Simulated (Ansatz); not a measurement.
Put Ga₄O₃ in Pm-3m (No. 221): Ga on 3c and 1b; O on 3d.

Computed with Ansatz 0.2.0, DFT PBE, scalar-relativistic, plane waves, PAW. Cutoff 420 eV, Γ-centred mesh, Gaussian smearing, no spin polarisation.

The zero of energy is the elements' standard structures at the same level (O₂ as a molecule); no fitted shifts are applied.

Question: Give the relaxed lattice parameters and positions.

Answer:

Space group Pm-3m (No. 221). a = 4.624 Å, b = 4.624 Å, c = 4.624 Å, α = 90.00°, β = 90.00°, γ = 90.00°
| atom | site | symmetry | x | y | z |
| --- | --- | --- | --- | --- | --- |
| Ga | 3c | 4/mm.m | 0.0000 | 0.5000 | 0.5000 |
| Ga | 1b | m-3m | 0.5000 | 0.5000 | 0.5000 |
| O | 3d | 4/mm.m | 0.5000 | 0.0000 | 0.0000 |

Ga on a site of symmetry 4/mmm is surrounded by 2 Ga at 2.31 Å and 4 O at 2.31 Å; around Ga on a site of symmetry m-3m lie 6 Ga at 2.31 Å; O has 4 Ga at 2.31 Å.

Question: Where does its energy lie, and is it a metal?

Answer: The energy over the elements is −0.09 eV/atom and the gap on the 8×8×8 mesh of the 7-atom cell is 0 eV (a metal). A negative formation energy is needed for stability but isn't enough: competing phases decide.

The last run used Gaussian smearing of 0.10 eV. The cell is a metal run without spin; a magnetic state may lie lower. A structure relaxed within its symmetry needn't be a true minimum.
